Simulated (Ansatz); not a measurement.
Level of theory: DFT PBE, scalar-relativistic, plane waves, PAW in Ansatz 0.2.0. Settings: cutoff 420 eV, Γ-centred meshes spaced at most about 0.3 Å⁻¹, and about 0.25 Å⁻¹ or finer for metals (2π included), Gaussian smearing. No spin polarisation in the final relaxations.

Temperature and zero-point effects are left out.

Two forms of Ga3BAs2 were relaxed alike.

1. Space group Immm (No. 71), orthorhombic, a = 3.868 Å, b = 7.259 Å, c = 7.725 Å. Ga on a site of symmetry mm2 is surrounded by 1 B at 2.08 Å, 2 Ga at 2.63 Å, 2 As at 2.68 Å and 4 As at 3.27 Å; Ga on a site of symmetry mmm has 4 Ga at 2.63 Å and 4 As at 2.79 Å; around B lie 2 Ga at 2.08 Å and 4 As at 2.53 Å; As is surrounded by 2 B at 2.53 Å, 4 Ga at 2.68–2.79 Å, 1 As at 3.25 Å and 4 Ga at 3.27 Å.

2. Space group P-62m (No. 189), hexagonal, a = 5.689 Å, c = 8.047 Å. Around Ga lie 1 B at 2.27 Å and 2 As at 2.94 Å; B has 2 As at 1.88 Å and 3 Ga at 2.27 Å; As is surrounded by 1 B at 1.88 Å.

Problem. Which is lower in energy, and by how much?

Solution. Cell 1 is lower, by 37 meV/atom. Cell 1 has space group Immm (No. 71), 18.1 Å³/atom and no gap on its mesh; cell 2 has space group P-62m (No. 189), 37.6 Å³/atom and no gap. Counting As or B atoms around Ga (for each partner element, those within 1.25 times its shortest distance or 1.15 times the sum of covalent radii, where it is the nearest in units of that sum or under 1.3; a plus sign parts groups by distance over the sum of covalent radii; a slash parts the counts of unlike sites), cell 1 has Ga 4/3+4 and cell 2 has Ga 3. Even the lower one lies +0.37 eV/atom against the reference forms of the elements (uncorrected), so neither is stable at this level. Both come from invented guesses.

Weakly bound directions are ill-defined at this level, which has no dispersion term (P-62m), and this can change margins and order among such cells. Cells relaxed within their symmetry can be saddle points.
